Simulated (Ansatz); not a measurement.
YHg (CsCl type, Pm-3m), the program Ansatz at the PBE level (PAW), all energies at zero smearing, with the estimated change up to a 700 eV cutoff added, with one set of potentials and settings (totals compare only within such a set). Cell of 2 atoms (1 Hg, 1 Y): -17663.177 eV.

```tsv
element	reference phase	E (eV/atom)
Hg	P6_3/mmc, 2 atoms in the cell	-13813.4607
Y	P6_3/mmc, 2 atoms in the cell	-3848.6668
```

Formation energy per atom, worked out: (-17663.177 − 1×(-13813.4607) − 1×(-3848.6668))/2 = -0.525 eV/atom (-51 kJ per mol of atoms), at 0 K, without zero-point energy or fitted corrections.

The workflow started from an entry of the Crystallography Open Database (COD). Its standing as an ambient phase is unchecked. Symmetry was held in the PBE relaxation; whether a distortion lowers the energy is not shown. The run is not spin-polarised. The references are the lowest solids computed at this level, not always the standard phases. Scalar-relativistic: spin–orbit coupling is off unless named, which matters more the heavier the elements.

Potentials: the later of the program's two PAW sets.
